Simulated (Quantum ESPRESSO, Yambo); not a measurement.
KLuS$_{2}$ (space group R-3m, No. 166) under isotropic strain (on all lattice vectors), counted from the cell relaxed with PBEsol, atoms relaxed at each step. PBEsol (pw.x of Quantum ESPRESSO, ONCV potentials, no spin-orbit coupling); G0W0 in Yambo (4×4×4 Γ-centred k mesh, bands 2 to 111 and a 6 Ry block in the screening, 111 bands in G with the Bruneval-Gonze terminator, plasmon pole fitted at 27.2 eV).

```csv
strain s (%),PBEsol direct gap at F (eV),G0W0 direct gap at F (eV)
-3,?,?
-1.5,2.825,4.136
-0.7,2.905,4.240
0,2.971,4.330
+1,3.060,4.443
```

Question: Fit a parabola in s to each column by least squares and predict the withheld row.

Answer: PBEsol: E = 2.971 + 0.0923 s − 0.0034 s² (largest residual 0 meV), giving 2.664 eV at s = -3; the run gave 2.660 eV, a miss of 4 meV. G0W0: E = 4.329 + 0.1204 s − 0.0056 s² (largest residual 2 meV), giving 3.917 eV at s = -3; the run gave 3.917 eV, a miss of 0 meV. The withheld row lies outside the fitted range, so this is an extrapolation. The GW settings are held fixed; their convergence isn't established. The 4f states are in the valence at their DFT position.
